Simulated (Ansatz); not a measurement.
LiNbO3 (LiNbO3 type, space group R3c)

```xyz
10
Lattice="2.5949 1.4982 4.6721 -2.5949 1.4982 4.6721 0.0000 -2.9964 4.6721" Properties=species:S:1:pos:R:3 pbc="T T T"
Li     0.0000     0.0000     9.8484
Li     0.0000     0.0000     2.8402
Nb     0.0000     0.0000    13.7895
Nb     0.0000     0.0000     6.7813
O     -0.6425     1.4589     8.2382
O      1.5847    -0.1730     8.2382
O     -0.9422    -1.2859     8.2382
O      1.0102     1.3252     5.9021
O      0.6425    -1.5375     5.9021
O     -1.6528     0.2123     5.9021
```

The slice is a (1 -1 0 2) plane (indices of the conventional cell) through the point (0.626, 0.874, 0.263) (fractional), spanned by u = [1 0 -1] and v = [010] in vectors of this cell: u (5.19 Å) and v (5.55 Å, at 90° to u). It covers one period; positions are fractions (u, v).

The numbers are results of PBE (plane waves to 420 eV, PAW, scalar-relativistic; Ansatz, a first-principles code), not measurements. k mesh 8×8×8. Inside the PAW spheres the values are not all-electron values, and peaks at nuclei hang on which shells count as valence. LiNbO3 is run without spin polarisation. LiNbO3 was relaxed with its symmetry unable to fall. The PAW data are Ansatz's earlier set.

Three fields on this plane, each scaled to ten steps between its own extremes (0 low, 9 high; the total valence density on a logarithmic scale, the potential cut 8 eV below its top; x marks points blanked near nuclei; v = 0 in the bottom row):

Map A
```
|xxx75445566532247xx|
|xxx63234566543346xx|
|8753212345654445677|
|5432000234444578986|
|53221000123458xxxx8|
|6544320001236xxxxxx|
|8777642000136xxxxxx|
|8xxxx741001369xxxxx|
|xxxxxx52012357xxxx9|
|xxxxxx6312345678877|
|xxxxxx6323456655446|
|7xxxx75333566653234|
|4678765544556542112|
|2456789865444431001|
|23469xxx97433210001|
|4458xxxxx8531100123|
|7779xxxxx9521001357|
|xxx9xxxxx84210025xx|
|xxx99xxx964310137xx|
|xxx87788665421247xx|
```

Map B
```
|xxx20000035777764xx|
|xxx65444566665322xx|
|2578877787764100000|
|0478999998750000000|
|02689999986200xxxx0|
|0058999998500xxxxxx|
|0035799997500xxxxxx|
|0xxxx799975000xxxxx|
|xxxxxx89986300xxxx0|
|xxxxxx6888751000000|
|xxxxxx5777764200002|
|5xxxx12346766554456|
|8631000002567787788|
|8630000000267899999|
|85000xxx00047999999|
|7400xxxxx0036899999|
|4200xxxxx0026899987|
|xxx0xxxxx00368998xx|
|xxx00xxx000478996xx|
|xxx00000003688885xx|
```

Map C
```
|xxx93001367630039xx|
|xxx83003688741015xx|
|8874101478762000136|
|2210000256531135531|
|10000000122004xxxx5|
|2134310000001xxxxxx|
|2599962000002xxxxxx|
|3xxxx961000016xxxxx|
|xxxxxx82001113xxxx3|
|xxxxxx8200343124423|
|xxxxxx7101577521015|
|9xxxx83002588852015|
|5898521001478762002|
|1221246520145541000|
|00027xxx72012210000|
|4314xxxxx5000000024|
|9834xxxxx6100000489|
|xxx3xxxxx40000028xx|
|xxx44xxx611100049xx|
|xxx72353123420049xx|
```

**Question.** Assign the maps to these fields: electron localisation function (ELF); valence electron density; electrostatic potential energy of an electron, from the cell's mean.

**Answer.** A is the valence electron density; B is the electrostatic potential energy of an electron, from the cell's mean; C is the electron localisation function (ELF).
